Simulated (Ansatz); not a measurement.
Total density of states per atom from plane-wave PAW PBE (Ansatz code), in 0.25 eV bins, energy from the valence-band maximum:

```json
[
 {"E (eV)": "-7.86", "states/eV/atom": "0.22"},
 {"E (eV)": "-7.61", "states/eV/atom": "0.10"},
 {"E (eV)": "-7.36", "states/eV/atom": "0.21"},
 {"E (eV)": "-7.11", "states/eV/atom": "0.28"},
 {"E (eV)": "-6.86", "states/eV/atom": "0.13"},
 {"E (eV)": "-6.61", "states/eV/atom": "0.01"},
 {"E (eV)": "-6.36", "states/eV/atom": "0.00"},
 {"E (eV)": "-6.11", "states/eV/atom": "0.00"},
 {"E (eV)": "-5.86", "states/eV/atom": "0.01"},
 {"E (eV)": "-5.61", "states/eV/atom": "0.14"},
 {"E (eV)": "-5.36", "states/eV/atom": "0.45"},
 {"E (eV)": "-5.11", "states/eV/atom": "0.65"},
 {"E (eV)": "-4.86", "states/eV/atom": "0.48"},
 {"E (eV)": "-4.61", "states/eV/atom": "0.43"},
 {"E (eV)": "-4.36", "states/eV/atom": "0.29"},
 {"E (eV)": "-4.11", "states/eV/atom": "0.32"},
 {"E (eV)": "-3.86", "states/eV/atom": "0.45"},
 {"E (eV)": "-3.61", "states/eV/atom": "0.56"},
 {"E (eV)": "-3.36", "states/eV/atom": "0.90"},
 {"E (eV)": "-3.11", "states/eV/atom": "0.64"},
 {"E (eV)": "-2.86", "states/eV/atom": "0.70"},
 {"E (eV)": "-2.61", "states/eV/atom": "0.73"},
 {"E (eV)": "-2.36", "states/eV/atom": "0.96"},
 {"E (eV)": "-2.11", "states/eV/atom": "0.89"},
 {"E (eV)": "-1.86", "states/eV/atom": "1.03"},
 {"E (eV)": "-1.61", "states/eV/atom": "0.63"},
 {"E (eV)": "-1.36", "states/eV/atom": "0.78"},
 {"E (eV)": "-1.11", "states/eV/atom": "0.67"},
 {"E (eV)": "-0.86", "states/eV/atom": "0.91"},
 {"E (eV)": "-0.61", "states/eV/atom": "1.19"},
 {"E (eV)": "-0.36", "states/eV/atom": "0.56"},
 {"E (eV)": "-0.11", "states/eV/atom": "0.28"},
 {"E (eV)": "0.14", "states/eV/atom": "0.00"},
 {"E (eV)": "0.39", "states/eV/atom": "0.00"},
 {"E (eV)": "0.64", "states/eV/atom": "0.00"},
 {"E (eV)": "0.89", "states/eV/atom": "0.01"},
 {"E (eV)": "1.14", "states/eV/atom": "0.04"},
 {"E (eV)": "1.39", "states/eV/atom": "0.08"},
 {"E (eV)": "1.64", "states/eV/atom": "0.17"},
 {"E (eV)": "1.89", "states/eV/atom": "0.27"},
 {"E (eV)": "2.14", "states/eV/atom": "0.48"},
 {"E (eV)": "2.39", "states/eV/atom": "0.38"},
 {"E (eV)": "2.64", "states/eV/atom": "0.67"},
 {"E (eV)": "2.89", "states/eV/atom": "1.00"},
 {"E (eV)": "3.14", "states/eV/atom": "0.82"},
 {"E (eV)": "3.39", "states/eV/atom": "0.64"},
 {"E (eV)": "3.64", "states/eV/atom": "0.57"},
 {"E (eV)": "3.89", "states/eV/atom": "0.47"},
 {"E (eV)": "4.14", "states/eV/atom": "0.45"},
 {"E (eV)": "4.39", "states/eV/atom": "0.46"},
 {"E (eV)": "4.64", "states/eV/atom": "0.25"},
 {"E (eV)": "4.89", "states/eV/atom": "0.67"},
 {"E (eV)": "5.14", "states/eV/atom": "0.89"},
 {"E (eV)": "5.39", "states/eV/atom": "0.85"}
]
```

**Question.** Which of these materials gives this?
A) HfGeS4, I4_1/amd (Hf on 4a, Ge on 4b, S on 16h)
B) TaS2, Pca2_1 (Ta on 4a, S on 4a, S on 4a)
C) V3Ge, Fm-3m (Ge on 4a, V on 4b, V on 8c)
D) HfScTaN3, P3m1 (Pearson symbol hP6)

**Answer.** A, HfGeS4, I4_1/amd (Hf on 4a, Ge on 4b, S on 16h). Top 1 eV of the valence band: S 3p 92 %. Bottom 1 eV of the conduction band: S 3p 39 %, Ge 4s 26 %, S 3s 12 %, Hf 5d 11 %, Ge 4p 6 %, outside the projected shells 6 %. Projections are on Löwdin-orthogonalised atomic valence shells; empty p or d shells of many metals are not among them.

The start of the workflow was typed in or built on a structure type; neither database checked (COD, Materials Project) lists it. Its standing as an ambient phase is unchecked. The PBE relaxation kept the symmetry of its start; whether a distortion lowers the energy is not shown. The run is not spin-polarised. Scalar-relativistic: spin–orbit coupling is off unless named, which matters more the heavier the elements.

Potentials: the earlier of the program's two PAW sets.
